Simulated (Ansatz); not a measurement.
Ti3Al in space group P-6m2 (No. 187; Ti on 1e, Ti on 2h, Al on 1f) at seven volumes, the program Ansatz at the PBEsol level (PAW), shape and atoms relaxed at each. One row is withheld.

| V (Å³/atom) | P (GPa) |
|---|---|
| 15.099 | 12.82 |
| 15.597 | 7.96 |
| 16.095 | 3.70 |
| 16.593 | -0.01 |
| 17.090 | ? |
| 17.588 | -6.06 |
| 18.086 | -8.50 |

Task: Fit the shown pressures and predict the withheld one.

Result: Third-order Birch–Murnaghan: P = (3/2)B₀(x^(7/2) − x^(5/2))[1 + (3/4)(B′ − 4)(x − 1)] with x = (V₀/V)^(2/3). Least squares on the six rows gives V₀ = 16.592 Å³/atom, B₀ = 115.1 GPa, B′ = 3.55. At V = 17.090, x = 0.9805 and P = -3.23 GPa. The run itself gave -3.25 GPa.

The first step of the workflow began from a Materials Project structure, measured or hypothetical; the Crystallography Open Database copy checked does not list it. With Ti and Al taken as one species the cell has the higher symmetry P6_3/mmc, so it may be an ordered model of a mixed-site phase. It is not the phase usual at ambient conditions (space group No. 194). The cell was relaxed with PBEsol under the symmetry of its start; whether a distortion lowers the energy is not shown. No spin polarisation was allowed.

Potentials: the later of the program's two PAW sets.
